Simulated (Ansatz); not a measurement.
Given:

InBi:
```
CELL_PARAMETERS angstrom
      4.86117     0.00000     0.00000
      0.00000     4.86117     0.00000
      0.00000     0.00000     5.35256
ATOMIC_POSITIONS crystal
  In 0.50000 0.50000 0.00000
  In 0.00000 0.00000 0.00000
  Bi 0.50000 0.00000 0.35431
  Bi 0.00000 0.50000 0.64569
```

This is the r²SCAN-relaxed structure.

Problem. All from r²SCAN in the plane-wave PAW code Ansatz, unless another level is named. Estimate the density of states at the Fermi level.

Solution. 0.20 states/eV per atom (mean over ±0.08 eV).

Problem. Next, the formation energy from the elements (no fitted shifts)?

Solution. -0.025 eV/atom.

Space group P4/nmm. The workflow started from a Materials Project entry (that database holds measured and hypothetical structures alike); the Crystallography Open Database files this formula in space group No. 129, but the cells were not matched. Whether it is the stable phase at ambient conditions was not checked. Symmetry was held in the r²SCAN relaxation; whether a distortion lowers the energy is not shown. The references are the lowest solids computed at this level, not always the standard phases. Scalar-relativistic: spin–orbit coupling is off unless named, which matters more the heavier the elements.

Potentials: the later of the program's two PAW sets.
